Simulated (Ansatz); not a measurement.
The following input was run with Ansatz 0.2.0.

```yaml
crystal:
  lattice:
    - [4.6395, -1.751, 0.0]
    - [4.6395, 1.751, 0.0]
    - [-2.4964042557, 0.0, 6.2509460718]
  atoms:
    - { symbol: Mg, position: [0.0, 0.0, 0.0] }
    - { symbol: V, position: [0.80514, 0.80514, 0.3436] }
    - { symbol: V, position: [0.19486, 0.19486, 0.6564] }
    - { symbol: O, position: [0.9607, 0.9607, 0.2764] }
    - { symbol: O, position: [0.0393, 0.0393, 0.7236] }
    - { symbol: O, position: [0.693, 0.693, 0.5652] }
    - { symbol: O, position: [0.307, 0.307, 0.4348] }
    - { symbol: O, position: [0.6517, 0.6517, 0.1133] }
    - { symbol: O, position: [0.3483, 0.3483, 0.8867] }
basis:
  ecutwfc: 500
kpoints:
  mp_grid: { grid: [8, 8, 4] }
hamiltonian:
  xc: r2scan
scf:
  occupations: { method: gaussian, width: 0.02 }
output:
  forces: true
  stress: true
  eigenvalues: true
relax:
  adjacent_minimum: "off"
  f_tol: 0.01
  max_steps: 40
```

Launched with
```bash
ansatz run input.yaml --threads 2 --pin off --max-ram 5120MiB --backend cpu --events-out ev --progress --plain --runs-dir out
```

These are results of Ansatz, DFT r2SCAN, scalar-relativistic, plane waves, PAW, not measurements.

Part of what the program printed, abridged (final results; tables in files aren't shown):

```
SCF 5 converged in 2 iterations: F = -11180.386725 eV  dr2 = 3.15e-8
SCF converged after 2 iterations
Free energy (F): -11180.386725 eV
Harris-Foulkes:  -11180.386725 eV  (|F-HF|=7.51e-10)
Internal energy: -11180.386725 eV  (E = F + TS)
E sigma→0 (E₀):  -11180.386725 eV
Fermi energy:    7.047536 eV
--- Per-component energies (eV) ---
  E_band       = -1027.158361
  E_kinetic    = 1805.445539
  E_local      = -6605.009056  (includes V_loc(G=0)·N_el)
  E_nonlocal   = 275.105641
  E_hartree    = 2566.751852
  E_xc         = -721.352729
  E_vxc        = -1044.444861  (∫ρ·V_xc dr)
  E_paw        = -3490.590099  (= ΣΔE_a)
  E_vpaw       = -661.090342  (= ΣTr[D̂ρ^β])
  E_aug_tail   = 0.006439  (compensation charges beyond the density's cutoff)
  E_vtau       = 69.327986  (kinetic-family band-sum trace: ∫τ·v_τ [+ j·A + Jᵃ·Aᵃ] dr)
  E_ewald      = -5009.994895
  E_core_change = -0.749415  (= ΣΔE_core)
  E_smearing   =  0.000000  (= −TS)
--- Forces (eV/Å), atoms counted from 1 ---
  atom   1  Mg     0.00000000     0.00000000     0.00000000
  atom   2  V     -0.00013441     0.00000000     0.00675242
  atom   3  V      0.00013441     0.00000000    -0.00675242
  atom   4  O      0.00070184     0.00000000     0.00065487
  atom   5  O     -0.00070184     0.00000000    -0.00065487
  atom   6  O      0.00372104     0.00000000    -0.00142340
  atom   7  O     -0.00372104     0.00000000     0.00142340
  atom   8  O     -0.00152161     0.00000000    -0.00767673
  atom   9  O      0.00152161     0.00000000     0.00767673
--- Stress (GPa, compression-positive) ---
       -0.615958       0.000000       0.322081
        0.000000      -2.986846       0.000000
        0.322049       0.000000      -0.471256
  P = ⅓ Tr σ = -1.3580 GPa (-13.580 kbar)
--- Band table (eV; the first three rows and the last of 78) ---
  k-point 0: bands = ["-69.8961", "-60.9717", "-60.9622", "-35.0512", "-34.9890", "-34.9669", "-33.8222", "-33.8099", "-33.7547", "-33.6730", "-33.6241", "-33.5985", "-13.1810", "-12.0364", "-11.8867", "-11.5561", "-11.3434", "-11.2745", "1.0437", "1.1234", "1.1734", "2.1209", "2.3309", "2.5518", "2.7150", "2.8514", "3.3028", "3.3424", "3.5623", "3.6824", "4.2295", "4.3865", "4.4154", "4.7550", "5.0168", "5.0813", "8.7908", "8.8494", "9.6103", "9.6709", "10.2738", "10.4729", "10.9747", "11.0238", "11.8593"]
  k-point 1: bands = ["-69.8961", "-60.9717", "-60.9622", "-35.0512", "-34.9890", "-34.9669", "-33.8218", "-33.8102", "-33.7544", "-33.6733", "-33.6241", "-33.5985", "-13.1536", "-12.1110", "-11.8534", "-11.5523", "-11.3475", "-11.2666", "1.0472", "1.1200", "1.3985", "1.8842", "2.4993", "2.5864", "2.7619", "2.8940", "3.1475", "3.2389", "3.6386", "3.6545", "4.1602", "4.1694", "4.5965", "4.7475", "4.8958", "5.1707", "8.6885", "8.9618", "9.4785", "9.7391", "10.2602", "10.4867", "10.9606", "11.1847", "11.7392"]
  k-point 2: bands = ["-69.8961", "-60.9717", "-60.9622", "-35.0512", "-34.9890", "-34.9669", "-33.8215", "-33.8105", "-33.7541", "-33.6736", "-33.6241", "-33.5986", "-13.1238", "-12.1739", "-11.8332", "-11.5490", "-11.3510", "-11.2596", "1.0509", "1.1161", "1.6544", "2.0110", "2.2149", "2.5593", "2.6484", "2.9466", "3.1639", "3.3283", "3.5987", "3.6997", "4.0543", "4.0730", "4.6653", "4.7518", "4.8051", "5.1942", "8.6399", "9.0208", "9.4017", "9.7612", "10.2485", "10.4988", "10.9808", "11.4494", "11.4873"]
  k-point 77: bands = ["-69.8961", "-60.9706", "-60.9633", "-35.0513", "-34.9890", "-34.9670", "-33.8293", "-33.8053", "-33.7552", "-33.6716", "-33.6253", "-33.5974", "-12.9544", "-11.9973", "-11.9227", "-11.6422", "-11.4551", "-11.3223", "0.8395", "1.0983", "1.3037", "1.4498", "1.5108", "2.7939", "2.8851", "3.4537", "3.5290", "3.7393", "3.8360", "4.0764", "4.0991", "4.1834", "4.4114", "4.6784", "4.8630", "5.2872", "8.8567", "8.8823", "9.2289", "9.6730", "10.1116", "10.4662", "10.8865", "11.0115", "11.9527"]
--- Relaxed structure (4 steps of the walk, 4 accepted, 0 SCFs on fresh bases) ---
  F+E_penalty+E_count = -11180.38672460 eV   max|allowed force component| = 7.758e-3 eV/Å
  atoms:
    - { symbol: Mg, position: [0.0, 0.0, 0.0] }
    - { symbol: V, position: [0.80463090, 0.80463090, 0.34304414] }
    - { symbol: V, position: [0.19536909, 0.19536909, 0.65695585] }
    - { symbol: O, position: [0.96009553, 0.96009553, 0.27698875] }
    - { symbol: O, position: [0.03990446, 0.03990446, 0.72301124] }
    - { symbol: O, position: [0.69534344, 0.69534344, 0.56791555] }
    - { symbol: O, position: [0.30465655, 0.30465655, 0.43208444] }
    - { symbol: O, position: [0.65115142, 0.65115142, 0.11404722] }
    - { symbol: O, position: [0.34884857, 0.34884857, 0.88595277] }
```

The relaxation met its thresholds.

The run took 2.6 min on 2 threads of Intel(R) Xeon(R) Processor @ 2.50GHz (Skylake/Cascade Lake) (shared host), peak memory 0.98 GiB.